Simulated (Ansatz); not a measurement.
NaF in space group P6_3/mmc (No. 194; Na on 2d, F on 2c), a = b = 3.892 Å, c = 4.585 Å, α = β = 90.00°, γ = 120.00°.

Relaxed with PBEsol. Plane-wave PAW PBEsol (Ansatz code) gives a gap of 5.57 eV.

What gap does HSE06 give on the same cell (Ansatz, PAW)?

7.68 eV, 2.10 eV more. The hybrid was solved on a coarser mesh and at special points; its gap is the smallest among all of these.

```json
[
 {"k": "Γ", "v1 PBEsol": "0.00", "c1 PBEsol": "5.57", "v1 HSE06": "0.00", "c1 HSE06": "7.68"},
 {"k": "A", "v1 PBEsol": "-0.45", "c1 PBEsol": "7.85", "v1 HSE06": "(withheld)", "c1 HSE06": "(withheld)"},
 {"k": "K", "v1 PBEsol": "-0.23", "c1 PBEsol": "9.01", "v1 HSE06": "(withheld)", "c1 HSE06": "(withheld)"},
 {"k": "H", "v1 PBEsol": "-0.16", "c1 PBEsol": "10.13", "v1 HSE06": "(withheld)", "c1 HSE06": "(withheld)"},
 {"k": "M", "v1 PBEsol": "-0.17", "c1 PBEsol": "8.71", "v1 HSE06": "(withheld)", "c1 HSE06": "(withheld)"},
 {"k": "L", "v1 PBEsol": "-0.25", "c1 PBEsol": "9.75", "v1 HSE06": "-0.26", "c1 HSE06": "11.86"}
]
```

Top valence (v1) and lowest conduction level (c1) in eV from each method's valence maximum (which need not be a listed point): supply the withheld HSE06 values.


- A, v1 HSE06: -0.46
- A, c1 HSE06: 9.97
- M, v1 HSE06: -0.17
- M, c1 HSE06: 10.78
- H, v1 HSE06: -0.17
- H, c1 HSE06: 12.23
- K, v1 HSE06: -0.24
- K, c1 HSE06: 11.07

Cost on shared cores: the PBEsol run (SCF on a 8×8×6 mesh, then bands and DOS) about 16 core-seconds (a rough figure), the HSE06 run (SCF on 6×6×5, then a few points) around 3 core-minutes (rough); the tasks are unlike.

The start of the workflow was typed in or built on a structure type; neither database checked (COD, Materials Project) lists it. It is not the phase usual at ambient conditions (space group No. 225). The PBEsol relaxation kept the symmetry of its start; phonons on a q-mesh show no instability.

Potentials: the later of the program's two PAW sets.
